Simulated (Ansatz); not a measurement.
**W, a database entry at a rescaled volume**

```yaml
crystal:
  lattice:
    - [-1.57036, 1.57036, 1.57036]
    - [1.57036, -1.57036, 1.57036]
    - [1.57036, 1.57036, -1.57036]
  atoms:
    - { symbol: W, position: [0.00000, 0.00000, 0.00000] }
```

Single point in Ansatz 0.2.0 with PBE, spin-orbit coupling. Cutoff 420 eV, PAW datasets, 15×15×15 Γ-centred k mesh, fermi-dirac filling (width 0.1 eV).

The state carries no moments; the state need not be the lowest.

Electronic structure: It is a metal, with about 0.34 states/eV a cell as the mean within 0.25 eV of the Fermi level, mostly W d (82 %).
Stress: The pressure is 13.8 GPa (compression positive), so with the atoms held at these fractions the cell would first expand.

Origin: a database entry at a rescaled volume. Caveats: atoms or cell far from equilibrium; the SCF threshold is loose for a stress.
